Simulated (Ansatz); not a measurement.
Sn (simple cubic, Pm-3m) at seven volumes, the program Ansatz at the PBE level (PAW), scaled uniformly. One row is withheld.

```
V (Å³/atom)  P (GPa)
-----------  -------
26.803          5.53
27.686          3.35
28.570          1.53
29.454          0.00
30.337         -1.29
31.221             ?
32.104         -3.27
```

Question: Fit the shown pressures and predict the withheld one.

Answer: P = (3/2)B₀(x^(7/2) − x^(5/2))[1 + (3/4)(B′ − 4)(x − 1)] with x = (V₀/V)^(2/3). Least squares on the six rows gives V₀ = 29.452 Å³/atom, B₀ = 46.7 GPa, B′ = 4.83. At V = 31.221, x = 0.9619 and P = -2.37 GPa. The run itself gave -2.36 GPa.

The cell is a constructed one: a structure type filled with these elements; neither database checked (COD, Materials Project) lists it. It is not the phase usual at ambient conditions (space group No. 141). The cell was relaxed with PBE under the symmetry of its start; its stability against distortions is not shown here. Spin–orbit coupling is left out wherever it is not named.

Potentials: the later of the program's two PAW sets.
